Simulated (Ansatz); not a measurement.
Relaxed LiH (rock salt):

```
CELL_PARAMETERS angstrom
      0.00000     4.00544     4.00544
      2.00272     0.00000     2.00272
      2.00272     2.00272     0.00000
ATOMIC_POSITIONS crystal
  Li 0.00000 0.00000 0.00000
  Li 0.50000 0.00000 0.00000
  H  0.25000 0.50000 0.50000
  H  0.75000 0.50000 0.50000
```

A phonon eigenvector at L = (0.5, 0.0, 0.0) is frozen into this cell: atom i moves by Q times the vector below, so Q is the largest atomic displacement, in Å. The cell is held. It is one choice among 2 degenerate patterns. (q is in reciprocal vectors of the primitive cell; the cell shown is doubled to hold the pattern.)

```json
[
 {"atom": "Li1", "x": "-0.285", "y": "0.520", "z": "-0.805"},
 {"atom": "Li2", "x": "0.285", "y": "-0.520", "z": "0.805"}
]
```

Atoms not listed stay in place.

Computed with r2SCAN (plane waves to 500 eV, PAW, scalar-relativistic; Ansatz, a first-principles code). k mesh 7×14×14 (Γ-centred), Fermi-Dirac smearing 0.05 eV. E stands for the smeared free energy. LiH was relaxed with its symmetry unable to fall. ΔE is measured from the undisplaced structure.

What ΔE (meV/cell) and −dE/dQ from forces (eV/Å) does the calculation give at Q (Å) = -0.083, -0.033, 0.033, 0.050, 0.067, 0.083?


| Q (Å) | ΔE (meV/cell) | −dE/dQ from forces (eV/Å) |
|---|---|---|
| -0.083 | 13.5 | 0.323 |
| -0.033 | 2.2 | 0.129 |
| 0.033 | 2.2 | -0.129 |
| 0.050 | 4.9 | -0.194 |
| 0.067 | 8.6 | -0.259 |
| 0.083 | 13.5 | -0.323 |

(For displaced atoms, the force is minus the slope of the energy, and its curvature is a force constant, which sets phonon frequencies.)
